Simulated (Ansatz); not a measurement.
Relaxed-ion elastic tensor of Zn (fcc (Cu type), Fm-3m) in GPa (Voigt order), LDA in the plane-wave PAW code Ansatz; density 8.04 g/cm³, 13.51 Å³ per atom.

```
      1     2     3     4     5     6
-  ----  ----  ----  ----  ----  ----
1   148  76.4  76.4   0.0   0.0   0.0
2  76.4   148  76.4   0.0   0.0   0.0
3  76.4  76.4   148   0.0   0.0   0.0
4   0.0   0.0   0.0  -9.1   0.0   0.0
5   0.0   0.0   0.0   0.0  -9.1   0.0
6   0.0   0.0   0.0   0.0   0.0  -9.1
```

Task: Is the crystal mechanically stable?

Result: No: the smallest eigenvalue of C is -9.1 GPa.

The workflow started from a Materials Project entry (that database holds measured and hypothetical structures alike); the Crystallography Open Database copy checked does not list it. It is not the phase usual at ambient conditions (space group No. 194). The LDA relaxation kept the symmetry of its start. At this level the phase is mechanically unstable. As this level gives no gap, shear constants depend on the k-mesh and smearing (Fermi–Dirac, 0.1 eV here).

Potentials: the later of the program's two PAW sets.
